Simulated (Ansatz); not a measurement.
# Bi: energy along a strain

Bi, Im-3m, a = 3.963 Å (as given, not relaxed at this level: -3.2 GPa). This isn't the element's structure at ambient conditions. Ansatz: LDA, PAW, 420 eV, Γ-centred 18×18×18 mesh on 1 atom, Gaussian smearing 0.15 eV; no spin polarisation. Cell vectors (Å): -1.981 1.981 1.981; 1.981 -1.981 1.981; 1.981 1.981 -1.981. The cell is strained by x per cent times the pattern (1 -1 0 0 0 0) in the order xx yy zz yz xz xy (engineering shears), with fractional coordinates held. y is the free energy over the start, V0 = 31.117 Å³/atom. Symmetry makes y even in x. Points with a strain past 8.5 % were computed too (4) and aren't used here.

```
x (%) y (meV/atom)
-7.50          7.03
 0.00          0.00
 1.87          0.16
 3.75          0.74
 5.62             ?
```

Fit y = c2 x² + c4 x⁴ to the other rows, get the stiffness along the pattern, and predict the missing energy.

Least squares on the rows shown. y = 0.02956 x² + 0.001696 x⁴. The clamped-ion stiffness p·C·p = 2 × 0.2956 eV × 160.2 / 31.117 Å³ = 3.0 GPa (second derivative at the start, which stands under stress). At x = 5.62 the fit asked for gives 2.63 meV/atom. The run gave 2.84 meV/atom, so the fit is 0.21 meV/atom too low, 3 % of the span of the series, against an rms of 0.02 meV/atom on the fitted rows. With a term in x⁶ added, a fit to the same known rows (none to spare) predicts 2.34 meV/atom, further off still.

Spin–orbit coupling is left out, which can shift energies with elements as heavy as these.